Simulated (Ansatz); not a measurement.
A relaxed cell of Na2CdAuC6N6 is given with its symmetry left out. The cell was found from a structure generator's guess, not taken from experiment.

All numbers below come from Ansatz, DFT PBE, scalar-relativistic, plane waves, PAW. Cutoff 420 eV, Γ-centred mesh, Gaussian smearing, collinear spin.

```
Na Cd C Au N
1.0
     0.00000    5.88825    5.88825
     5.88825    0.00000    5.88825
     5.88825    5.88825    0.00000
Na Cd C Au N
2 1 6 1 6
Direct
  0.25000 0.25000 0.25000
  0.75000 0.75000 0.75000
  0.00000 0.00000 0.00000
  0.79617 0.20383 0.20383
  0.20383 0.79617 0.20383
  0.20383 0.20383 0.79617
  0.20383 0.79617 0.79617
  0.79617 0.20383 0.79617
  0.79617 0.79617 0.20383
  0.50000 0.50000 0.50000
  0.69667 0.30333 0.30333
  0.30333 0.69667 0.30333
  0.30333 0.30333 0.69667
  0.30333 0.69667 0.69667
  0.69667 0.30333 0.69667
  0.69667 0.69667 0.30333
```

Formation energies are uncorrected and refer to the elements' standard structures at the same level (N₂ as a molecule).

Task: Find its symmetry and describe it.

Result: Fm-3m (No. 225). Conventional cell: a = 11.777 Å. Na is surrounded by 12 C at 4.20 Å and 12 N at 4.21 Å (long contacts); around Cd lie 6 C at 2.40 Å; C has 1 N at 1.17 Å, 1 Cd at 2.40 Å, 4 C at 3.39 Å, 1 Au at 3.49 Å, 4 N at 4.19 Å, 4 Na at 4.20 Å and 4 N at 4.30 Å; Au is surrounded by 6 N at 2.32 Å; N is surrounded by 1 C at 1.17 Å, 1 Au at 2.32 Å, 4 N at 3.28 Å, 1 Cd at 3.57 Å, 4 C at 4.19 Å, 4 Na at 4.21 Å and 4 C at 4.30 Å.

Task: What is its formation energy per atom?

Result: +0.60 eV/atom. The separate elements lie lower, so it is unstable against them.

Task: Is it a metal?

Result: Yes, bands cross the Fermi level on the 6×6×6 mesh.

Task: Which magnetic moments does it keep?

Result: 0.06 μB per atom net, the space between the atoms included; by site: Au 0.5 μB.

Task: From what recipe could a structure generator have reached it?

Result: One such recipe: cyanide-bridged rock-salt net of two metals, 2 guest cations a cell (Fm-3m, No. 225). Other recipes can lead to the same cell.

The last run used collinear spin, a 6×6×6 mesh for its 16-atom cell and Gaussian smearing of 0.10 eV. These runs have no spin–orbit coupling, which can matter for Au. The reference form of C is held partly by dispersion forces, which this level lacks. The magnetic state reached may not be the lowest. Symmetry constrained the relaxation, so the result can be a saddle point.
